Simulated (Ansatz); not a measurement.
# Computed properties of LiAl₃

LiAl3 (Cu3Au type, Pm-3m), a = 4.0012 Å, b = 4.0012 Å, c = 4.0012 Å, α = 90.00°, β = 90.00°, γ = 90.00°.

Space group Pm-3m (No. 221), Cu3Au type; conventional cell a = b = c = 4.001 Å, α = β = γ = 90.00°.

Method: plane-wave PAW PBEsol (Ansatz code). The cell and atoms are relaxed at this level. Other levels are named where they apply.

**Cell and energy**

| Quantity | Result |
|---|---|
| Volume per atom | 16.01 Å³ |
| Density | 2.28 g/cm³ |
| Formation energy from the elements (no fitted shifts) | -84 meV/atom |

**Electronic structure**

| Item | Value |
|---|---|
| Electronic character | metallic (no gap) |
| Density of states at the Fermi level | 0.33 states/eV per atom (mean over ±0.08 eV) |

**Mechanics**

| Quantity | Value |
|---|---|
| Bulk modulus (Birch–Murnaghan fit) | 67.0 GPa |
| Pressure derivative B′ | 4.3 |
| Elastic constants (relaxed ions, GPa) | C11 = 131, C12 = 34.8, C44 = 42.0 |
| Mechanical stability | stable (all eigenvalues of C positive) |
| Hill bulk and shear moduli | 67.0 and 44.4 GPa |
| Young's modulus | 109 GPa |
| Poisson's ratio | 0.23 |
| Debye temperature from the elastic constants | 578 K |

**Phonons**

| Item | Result |
|---|---|
| Highest zone-centre frequency | 368 cm^-1 |
| Zone-centre stability | no imaginary mode at Γ |

The first step of the workflow began from a Materials Project structure, measured or hypothetical; the Crystallography Open Database copy checked does not list it. With Li and Al taken as one species the cell has the higher symmetry Fm-3m, so it may be an ordered model of a mixed-site phase. Whether it is the stable phase at ambient conditions was not checked. The PBEsol relaxation kept the symmetry of its start. As this level gives no gap, shear constants depend on the k-mesh and smearing (Fermi–Dirac, 0.1 eV here). As this level gives no gap, phonon frequencies hold no LO–TO term and depend on the k-mesh and smearing (Fermi–Dirac, 0.1 eV here). The references are the lowest solids computed at this level, not always the standard phases.

Potentials: the later of the program's two PAW sets.
